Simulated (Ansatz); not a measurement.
**Data sheet: LiC6 (DFT)**

LiC₆:
```
LiC6
1.0
    4.30943     0.00000     0.00000
   -2.15471     3.73207     0.00000
    0.00000     0.00000     3.65619
Li C
1 6
Direct
  0.00000   0.00000   0.00000
  0.00000   0.33360   0.50000
  0.00000   0.66640   0.50000
  0.66640   0.00000   0.50000
  0.33360   0.00000   0.50000
  0.66640   0.66640   0.50000
  0.33360   0.33360   0.50000
```

Space group P6/mmm (No. 191); conventional cell a = 4.309 Å, b = 4.309 Å, c = 3.656 Å, α = 90.00°, β = 90.00°, γ = 120.00°.

Method: PBEsol (plane waves, PAW; program Ansatz). Structure relaxed to zero pressure with the same functional. Other levels are named where they apply.

**Cell and energy**

```
Property                                                       Result
-----------------------------------------------------  --------------
Volume per atom                                               8.40 Å³
Density                                                    2.23 g/cm³
Formation energy from the elements (no fitted shifts)  -0.036 eV/atom
```

**Electronic structure**

```
Property                                                                    Result
------------------------------------  --------------------------------------------
Electronic character                                             metallic (no gap)
Density of states at the Fermi level  0.16 states/eV per atom (mean over ±0.08 eV)
```

**Mechanics**

```
Item                                                                                    Result
-------------------------------------  -------------------------------------------------------
Bulk modulus (Birch–Murnaghan fit)                                                    63.7 GPa
Pressure derivative B′                                                                     4.7
Elastic constants (relaxed ions, GPa)  C11 = 940, C12 = 160, C13 = 1.9, C33 = 68.6, C44 = 18.8
Mechanical stability                                    stable (all eigenvalues of C positive)
```

**Phonons**

```
Property                                        Value
-----------------------------  ----------------------
Highest zone-centre frequency               176.4 meV
Zone-centre stability          no imaginary mode at Γ
```

The workflow started from a Materials Project entry (that database holds measured and hypothetical structures alike); the Crystallography Open Database copy checked does not list it. Its standing as an ambient phase is unchecked. The PBEsol relaxation kept the symmetry of its start. As this level gives no gap, shear constants depend on the k-mesh and smearing (Fermi–Dirac, 0.1 eV here). As this level gives no gap, phonon frequencies hold no LO–TO term and depend on the k-mesh and smearing (Fermi–Dirac, 0.1 eV here). The references are the lowest solids computed at this level, not always the standard phases.

Potentials: the later of the program's two PAW sets.
